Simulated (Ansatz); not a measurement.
## Relaxing an invented In₄Ru structure

Theory: DFT PBE, scalar-relativistic, plane waves, PAW (Ansatz 0.2.0). Cutoff 420 eV, Gaussian smearing, Γ-centred meshes. Cell and atoms relax first on a coarse mesh, the cell is then made exact in the group found at 0.06 to 0.08 Å, and last on a converged mesh; the steps can't lower the symmetry of their start. No spin polarisation.

Recipe of this trial structure of In₄Ru: random cell by space group and Wyckoff sites (P4/mmm, No. 123). Its size is a rough estimate.

Space group P4/mmm (No. 123). a = 5.782 Å, b = 5.782 Å, c = 4.159 Å, α = 90.00°, β = 90.00°, γ = 90.00°
```tsv
atom	site	symmetry	x	y	z
In	4o	m2m.	0.1747	0.5000	0.5000
Ru	1c	4/mmm	0.5000	0.5000	0.0000
```

Energies over the elements count from the elements' standard structures at the same level, with no fitted energy shifts.

Question: Where does the relaxation end?

Answer: The symmetry stays P4/mmm (No. 123). The volume per atom grows by 23.8 %, from 27.8 to 34.4 Å³. The shortest distance goes from 2.02 Å (In–In) to 2.76 Å (In–Ru). The ratio c/a of the conventional cell changes by a factor of 0.60. Conventional cell: a = 7.362 Å, c = 3.175 Å. In has 2 Ru at 2.76 Å, 1 In at 2.86 Å and 4 In at 3.17–3.18 Å; Ru has 8 In at 2.76 Å and 2 Ru at 3.17 Å.

```
In Ru
1.0
     7.36232    0.00000    0.00000
     0.00000    7.36232    0.00000
     0.00000    0.00000    3.17499
In Ru
4 1
Direct
  0.19410 0.50000 0.50000
  0.80590 0.50000 0.50000
  0.50000 0.19410 0.50000
  0.50000 0.80590 0.50000
  0.50000 0.50000 0.00000
```

Question: Give its energy and gap.

Answer:

* Formation energy: +0.13 eV/atom
* Gap on the 4×4×10 mesh of the 5-atom cell: 0 eV (a metal)

It can't be a ground state, since the elements alone are lower.

The last run used Gaussian smearing of 0.10 eV. Symmetry constrained the relaxation, so the result can be a saddle point. Another cell of the same search, in I-42m, lies 152 meV/atom lower, so this cell isn't the stable form at this level.
